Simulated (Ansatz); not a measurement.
Consider the following.

Si$_{2}$Mo:
```yaml
crystal:
  lattice:
    - [-1.60081, 1.60081, 3.90933]
    - [1.60081, -1.60081, 3.90933]
    - [1.60081, 1.60081, -3.90933]
  atoms:
    - { symbol: Mo, position: [0.00000, 0.00000, 0.00000] }
    - { symbol: Si, position: [0.33527, 0.33527, 0.00000] }
    - { symbol: Si, position: [0.66473, 0.66473, 0.00000] }
```

This is the r²SCAN-relaxed structure.

### Question
All from DFT-r²SCAN in the program Ansatz with PAW potentials, unless another level is named. Predict the electronic character.

### Answer
metallic (no gap).

### Question
Next, the density of states at the Fermi level?

### Answer
0.07 states/eV per atom (mean over ±0.08 eV).

### Question
Next, the formation energy from the elements (no fitted shifts)?

### Answer
-0.47 eV/atom.

### Question
Give the gap with spin–orbit coupling.

### Answer
none (metallic).

Space group I4/mmm (MoSi2 or CaC2 type). The r²SCAN relaxation kept the symmetry of its start. The run is not spin-polarised. The references are the lowest solids computed at this level, not always the standard phases. Spin–orbit coupling is left out wherever it is not named.

Potentials: the later of the program's two PAW sets.
